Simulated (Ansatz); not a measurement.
Suppose MnAuC4N4 takes space group P4/mmm (No. 123), with Mn on 1c; C on 4j; Au on 1a; N on 4j. Recipe of this trial structure of MnAuC4N4: stacked square cyanide-bridged sheets.

The calculation used DFT PBE, scalar-relativistic, plane waves, PAW in Ansatz. Cutoff 420 eV, Γ-centred mesh, Gaussian smearing, collinear spin.

Energies over the elements count from the elements' standard structures at the same level (N₂ as a molecule), with no fitted energy shifts.

Question: Give the relaxed lattice parameters and positions.

Answer:

Space group P4/mmm (No. 123). a = 7.450 Å, b = 7.450 Å, c = 3.474 Å, α = 90.00°, β = 90.00°, γ = 90.00°
| atom | site | symmetry | x | y | z |
| --- | --- | --- | --- | --- | --- |
| Mn | 1c | 4/mmm | 0.5000 | 0.5000 | 0.0000 |
| C | 4j | m.2m | 0.1897 | 0.8103 | 0.0000 |
| Au | 1a | 4/mmm | 0.0000 | 0.0000 | 0.0000 |
| N | 4j | m.2m | 0.3004 | 0.6996 | 0.0000 |

Mn has 4 N at 2.10 Å; C has 1 N at 1.17 Å and 1 Au at 2.00 Å; around Au lie 4 C at 2.00 Å; N has 1 C at 1.17 Å and 1 Mn at 2.10 Å. Another local minimum with the same sites may exist.

Question: And its energy and gap?

Answer: The formation energy is +0.52 eV/atom. The gap on the 6×6×12 mesh of the 10-atom cell is 0 eV (a metal) and the net moment per atom is 0.45 μB. The moment by site is Mn 3.7 μB. It can't be a ground state, since the elements alone are lower.

The last run used collinear spin and Gaussian smearing of 0.10 eV. These runs have no spin–orbit coupling, which can matter for Au. The reference form of C is held partly by dispersion forces, which this level lacks. Another magnetic order may lie lower. A structure relaxed within its symmetry needn't be a true minimum. Site moments count only spheres around the atoms; the net moment includes the space between them.
